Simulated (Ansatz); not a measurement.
Frames from the relaxation of a relaxed Ta cell displaced along its unstable phonon at q = Γ (57i cm⁻¹), largest move 0.15 Å, as extended XYZ (Å, eV, eV/Å, GPa with compression positive). These are PBEsol (plane waves to 420 eV, PAW, scalar-relativistic; Ansatz, a first-principles code) values and carry that method's errors. Γ-centred k-mesh 13×13×4 on the run's cell (coarser than for final values), Fermi–Dirac smearing 0.05 eV.

```xyz
4
Lattice="2.9051 0.0000 0.0000 -1.4526 2.5159 0.0000 0.0000 0.0000 9.9430" Properties=species:S:1:pos:R:3:forces:R:3 pbc="T T T" step=1 free_energy=-39228.633 pressure=-0.3 accepted=T
Ta     0.0000    -0.1500     0.0000    0.0000   -0.2251    0.1028
Ta     0.0000    -0.1500     4.9715    0.0000   -0.2251   -0.1028
Ta     0.0000     1.8273     2.4858    0.0000    0.4942    0.0000
Ta     1.4526     0.9886     7.4573    0.0000   -0.0439    0.0000
4
Lattice="2.9056 0.0000 0.0000 -1.4528 2.5092 0.0000 0.0000 0.0000 9.9640" Properties=species:S:1:pos:R:3:forces:R:3 pbc="T T T" step=2 free_energy=-39228.792 pressure=-0.6 accepted=T
Ta     0.0000    -0.2295     0.0205    0.0000   -0.2331    0.1503
Ta     0.0000    -0.2295     4.9615    0.0000   -0.2331   -0.1503
Ta     0.0000     2.0201     2.4910    0.0000    0.5127    0.0000
Ta     1.4528     0.9482     7.4730    0.0000   -0.0464    0.0000
4
Lattice="2.9289 0.0000 0.0000 -1.4644 2.4950 0.0000 0.0000 0.0000 9.8848" Properties=species:S:1:pos:R:3:forces:R:3 pbc="T T T" step=3 free_energy=-39228.880 pressure=0.2 accepted=T
Ta     0.0000    -0.3075     0.0520    0.0000    0.0592   -0.0686
Ta     0.0000    -0.3075     4.8904    0.0000    0.0592    0.0686
Ta     0.0000     2.2057     2.4712    0.0000   -0.0784    0.0000
Ta     1.4644     0.9043     7.4136    0.0000   -0.0400    0.0000
4
Lattice="2.9568 0.0000 0.0000 -1.4784 2.4948 0.0000 0.0000 0.0000 9.7989" Properties=species:S:1:pos:R:3:forces:R:3 pbc="T T T" step=4 free_energy=-39228.886 pressure=-0.2 accepted=T
Ta     0.0000    -0.2928     0.0364    0.0000    0.0110    0.1551
Ta     0.0000    -0.2928     4.8630    0.0000    0.0110   -0.1551
Ta     0.0000     2.1961     2.4497    0.0000   -0.0156    0.0000
Ta     1.4784     0.8842     7.3492    0.0000   -0.0063    0.0000
```

The path has 16 moves and ends in Im-3m (No. 229) (bcc (W type)), 0.25 eV/atom below its start. Free energies are of the whole cell and compare only within this code, potentials and settings.  No spin polarisation in the result.

The run could not lose the symmetry of its start.

Of the parent cell (P6₃/mmc (No. 194)): it is a generated cell of Ta: the first start was made by placing the elements on the sites of a structure type, and the end was not matched to a known phase here, so it may be hypothetical. Known forms of Ta include space group No. 229.
